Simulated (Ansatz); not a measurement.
Relaxation of a relaxed Bi2Se3 cell displaced along its unstable phonon at q = Γ (52i cm⁻¹), largest move 0.15 Å; 5 atoms in the cell, which starts as R3, hexagonal axes (No. 146), hR5; a = 7.4185 Å, b = 7.4185 Å, c = 10.7999 Å, α = 90.00°, β = 90.00°, γ = 120.00°. These are PBE (plane waves to 420 eV, PAW, scalar-relativistic; Ansatz, a quantum-chemistry and plane-wave program) values and carry that method's errors. Γ-centred k-mesh 4×4×4 on the run's cell (coarser than for final values), Fermi–Dirac smearing 0.05 eV. This is the first round of the run. 

The optimiser's lines from the output (shortened; P is positive under compression):

```
relax step   1: F+E_penalty+E_count = -41206.92750245 eV  Δ(F+E_penalty+E_count) = +0.000e0 eV  max|allowed force component| = 1.609e-1 eV/Å  Δτ_max = 0.0000 Å  P = +0.469 GPa  Ω = 171.579 Å³  (9 SCF iters, dr2 threshold 1.00e-7 eV, accepted)
relax step   2: F+E_penalty+E_count = -41206.93226235 eV  Δ(F+E_penalty+E_count) = -4.760e-3 eV  max|allowed force component| = 1.931e-1 eV/Å  Δτ_max = 0.0520 Å  P = -0.315 GPa  Ω = 174.673 Å³  (7 SCF iters, dr2 threshold 5.00e-7 eV, accepted)
relax step   3: F+E_penalty+E_count = -41206.94506925 eV  Δ(F+E_penalty+E_count) = -1.281e-2 eV  max|allowed force component| = 1.690e-1 eV/Å  Δτ_max = 0.0234 Å  P = -0.220 GPa  Ω = 173.909 Å³  (5 SCF iters, dr2 threshold 5.00e-7 eV, accepted)
relax step   4: F+E_penalty+E_count = -41206.96710083 eV  Δ(F+E_penalty+E_count) = -2.203e-2 eV  max|allowed force component| = 8.139e-2 eV/Å  Δτ_max = 0.0604 Å  P = +0.514 GPa  Ω = 172.549 Å³  (6 SCF iters, dr2 threshold 5.00e-7 eV, accepted)
relax step   5: F+E_penalty+E_count = -41207.00461828 eV  Δ(F+E_penalty+E_count) = -3.752e-2 eV  max|allowed force component| = 1.088e-1 eV/Å  Δτ_max = 0.0840 Å  P = +0.034 GPa  Ω = 180.768 Å³  (7 SCF iters, dr2 threshold 5.00e-7 eV, accepted)
relax step   6: F+E_penalty+E_count = -41207.00036809 eV  Δ(F+E_penalty+E_count) = +4.250e-3 eV  max|allowed force component| = 2.140e-1 eV/Å  Δτ_max = 0.0523 Å  P = -0.147 GPa  Ω = 184.733 Å³  (6 SCF iters, dr2 threshold 5.00e-7 eV, rejected (line search))
relax step   7: F+E_penalty+E_count = -41207.01098299 eV  Δ(F+E_penalty+E_count) = -6.365e-3 eV  max|allowed force component| = 7.039e-2 eV/Å  Δτ_max = 0.0232 Å  P = +0.029 GPa  Ω = 181.841 Å³  (11 SCF iters, accepted)
relax step   8: F+E_penalty+E_count = -41207.01622820 eV  Δ(F+E_penalty+E_count) = -5.245e-3 eV  max|allowed force component| = 1.871e-2 eV/Å  Δτ_max = 0.0386 Å  P = -0.015 GPa  Ω = 183.299 Å³  (6 SCF iters, dr2 threshold 3.10e-7 eV, accepted)
relax step   9: F+E_penalty+E_count = -41207.01641087 eV  Δ(F+E_penalty+E_count) = -1.827e-4 eV  max|allowed force component| = 7.412e-3 eV/Å  Δτ_max = 0.0113 Å  P = +0.009 GPa  Ω = 183.794 Å³  (6 SCF iters, dr2 threshold 2.19e-8 eV, accepted)
relax step  10: F+E_penalty+E_count = -41207.01726499 eV  Δ(F+E_penalty+E_count) = -8.541e-4 eV  max|allowed force component| = 7.887e-3 eV/Å  Δτ_max = 0.0000 Å  P = +0.012 GPa  Ω = 183.794 Å³  stress off target by 1.47e-2 GPa  SCF on the basis re-selected at this cell (its energy is not comparable with the rows above)  (10 SCF iters)
```

From the first to the last row the energy changes by -0.02 eV/atom and the volume by +7.1 %. The last row is marked as not comparable with the walk above it, whose basis was carried along; it does compare with step 1, since both stand on a basis selected at the nominal cutoff for their own cell.

Step 6 was rejected by the optimiser.

Later rounds, restarted from the end of this one on a renewed k-mesh, logged 5 more steps and released under 1 meV/atom more. The final structure after all rounds: R3, hexagonal axes (No. 146), hR5; a = b = 7.4051 Å, c = 11.6928 Å, α = β = 90.00°, γ = 120.00°. Between re-selections the logged energies stand on a plane-wave basis carried along with the cell. No spin polarisation in the result.

The run could not lose the symmetry of its start: the end is stationary, and may be a saddle point rather than a minimum.

The relaxed structure here is a generated cell of Bi2Se3: the first start was made by placing the elements on the sites of a structure type, and the end was not matched to a known phase here, so it may be hypothetical. Known forms of Bi2Se3 include space group No. 166.
